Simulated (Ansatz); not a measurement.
AlV₄C₃:
Space group P6₃/mmc (No. 194); a = b = 2.890 Å, c = 22.580 Å, α = β = 90.00°, γ = 120.00°

```tsv
atom	site	symmetry	x	y	z
Al	2c	-6m2	0.3333	0.6667	0.2500
V	4e	3m.	0.0000	0.0000	0.1544
V	4f	3m.	0.3333	0.6667	0.0544
C	4f	3m.	0.6667	0.3333	0.1076
C	2a	-3m.	0.0000	0.0000	0.0000
```

Relaxed with PBEsol.

Problem. Which orbitals make up the states near the Fermi level in DFT-PBEsol in the program Ansatz with PAW potentials?

Solution. Within 0.5 eV of the Fermi level: V 3d 91 %. Projections are on Löwdin-orthogonalised atomic valence shells; empty p or d shells of many metals are not among them.

Problem. Tabulate the density of states.

Solution. States/eV per cell of 16 atoms, in 0.25 eV bins, energy from the Fermi level.

| E (eV) | total | V 3d | C 2p | Al 3p |
|---|---|---|---|---|
| -7.85 | 0.77 | 0.06 | 0.03 | 0.26 |
| -7.60 | 0.78 | 0.07 | 0.03 | 0.29 |
| -7.35 | 1.32 | 0.25 | 0.31 | 0.32 |
| -7.10 | 2.59 | 0.67 | 0.97 | 0.36 |
| -6.85 | 3.52 | 0.99 | 1.35 | 0.44 |
| -6.60 | 3.28 | 0.96 | 1.34 | 0.35 |
| -6.35 | 4.41 | 1.38 | 2.07 | 0.29 |
| -6.10 | 6.73 | 2.19 | 3.41 | 0.27 |
| -5.85 | 6.07 | 1.97 | 3.21 | 0.18 |
| -5.60 | 5.35 | 1.60 | 2.41 | 0.51 |
| -5.35 | 12.19 | 3.39 | 6.91 | 0.52 |
| -5.10 | 5.90 | 1.89 | 2.92 | 0.39 |
| -4.85 | 8.05 | 2.85 | 3.83 | 0.51 |
| -4.60 | 13.67 | 5.55 | 6.83 | 0.38 |
| -4.35 | 15.07 | 7.15 | 6.84 | 0.34 |
| -4.10 | 17.08 | 8.32 | 7.52 | 0.49 |
| -3.85 | 15.00 | 7.39 | 6.56 | 0.35 |
| -3.60 | 16.64 | 8.53 | 6.82 | 0.36 |
| -3.35 | 6.02 | 3.47 | 1.85 | 0.23 |
| -3.10 | 5.66 | 3.21 | 1.50 | 0.54 |
| -2.85 | 4.18 | 2.19 | 1.00 | 0.68 |
| -2.60 | 3.42 | 1.68 | 0.66 | 0.77 |
| -2.35 | 6.40 | 3.16 | 1.24 | 1.48 |
| -2.10 | 10.77 | 5.80 | 1.96 | 2.23 |
| -1.85 | 10.21 | 6.31 | 1.01 | 2.19 |
| -1.60 | 6.96 | 4.58 | 0.57 | 1.31 |
| -1.35 | 5.21 | 3.92 | 0.37 | 0.61 |
| -1.10 | 6.34 | 5.31 | 0.34 | 0.35 |
| -0.85 | 10.05 | 8.67 | 0.75 | 0.27 |
| -0.60 | 7.57 | 5.97 | 1.30 | 0.10 |
| -0.35 | 3.25 | 3.00 | 0.12 | 0.07 |
| -0.10 | 5.24 | 4.86 | 0.17 | 0.12 |
| 0.15 | 7.19 | 6.66 | 0.20 | 0.18 |
| 0.40 | 10.19 | 8.97 | 0.58 | 0.26 |
| 0.65 | 12.46 | 10.47 | 0.95 | 0.39 |
| 0.90 | 17.85 | 15.64 | 1.12 | 0.54 |
| 1.15 | 22.27 | 19.63 | 1.47 | 0.45 |
| 1.40 | 18.23 | 16.44 | 0.89 | 0.27 |
| 1.65 | 18.95 | 16.43 | 1.31 | 0.49 |
| 1.90 | 9.21 | 7.68 | 0.94 | 0.29 |
| 2.15 | 9.27 | 6.75 | 1.75 | 0.43 |
| 2.40 | 14.50 | 9.97 | 3.05 | 0.80 |
| 2.65 | 11.17 | 6.77 | 3.31 | 0.56 |
| 2.90 | 9.07 | 5.14 | 2.28 | 0.88 |
| 3.15 | 7.92 | 4.19 | 2.10 | 0.62 |
| 3.40 | 9.30 | 4.75 | 2.79 | 0.54 |
| 3.65 | 9.77 | 4.99 | 2.68 | 0.54 |
| 3.90 | 7.64 | 3.89 | 1.73 | 0.49 |
| 4.15 | 8.55 | 4.29 | 1.91 | 0.56 |
| 4.40 | 8.26 | 3.99 | 2.05 | 0.55 |
| 4.65 | 9.87 | 4.37 | 1.96 | 0.71 |

Space group P6_3/mmc. The first step of the workflow began from a Materials Project structure, measured or hypothetical; the Crystallography Open Database copy checked does not list it. Whether it is the stable phase at ambient conditions was not checked. Symmetry was held in the PBEsol relaxation; whether a distortion lowers the energy is not shown. No spin polarisation was allowed.

Potentials: the later of the program's two PAW sets.
